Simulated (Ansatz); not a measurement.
Rh (fcc (Cu type)), relaxed with PBE+D3(BJ) (Ansatz, a first-principles code, plane waves, PAW): a = b = c = 3.793 Å, α = β = γ = 90.00°.

```
Item                  Result
--------------------  ------
B₀ by P(V) fit (GPa)     281
K_Hill (GPa)             281
G_Hill (GPa)             168
Θ_D (K)                  507
```

Q: The same phase is relaxed and computed with PBE in the same code. What are the cell and these values now?

A: a = b = c = 3.8301 Å, α = β = γ = 90.00°.

B₀ by P(V) fit (GPa): 257
K_Hill (GPa): 257
G_Hill (GPa): 152
Θ_D (K): 484

All cells were relaxed under the symmetry of their starts (and spin orders); stability against distortions was not tested throughout. Rows with no word on spin ran without spin polarisation. Spin–orbit coupling is left out wherever it is not named.

Potentials: the earlier of the program's two PAW sets.

Ansatz is a plane-wave DFT program.
